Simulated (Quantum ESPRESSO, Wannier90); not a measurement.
## KI (rock salt): Wannier90 run

```xyz
2
Lattice="0.0000 3.5424 3.5424 3.5424 0.0000 3.5424 3.5424 3.5424 0.0000" Properties=species:S:1:pos:R:3 pbc="T T T"
K      0.0000     0.0000     0.0000
I      3.5424     3.5424     3.5424
```

Structure: Materials Project mp-22898, symmetrised, not relaxed again. COD (Crystallography Open Database) has the formula in 2 space groups, this one among them (matched by group alone). Level: PBEsol, no spin polarisation, no spin-orbit coupling; pw.x of Quantum ESPRESSO at 60 Ry with PseudoDojo potentials, 8×8×8 k-points, Wannier90. Density: 8×8×8 mesh, cold smearing 0.01 Ry. Spin-orbit coupling is left out although heavy elements are present.

Bands 5-8 form an isolated set from -10.53 to 0.00 eV relative to the valence-band maximum (on the path) and are turned into 4 Wannier functions by minimising the spread from the start: sp3 on I.

Where do the functions sit, how wide are they and what are they made of?


```csv
functions,spread (Å²),"nearest atom, distance (Å)","second atom, distance (Å)",weight on atomic waves
4,1.94,I 0.57,K 3.25,"I 5p 71 %, I 5s 23 %, K 4s 4 %"
```

Ω_I = 6.47 Å², Ω_total = 7.76 Å²; the interpolated bands follow pw.x to 0.1 meV rms on the path. It is the lowest total spread that any start reached here.
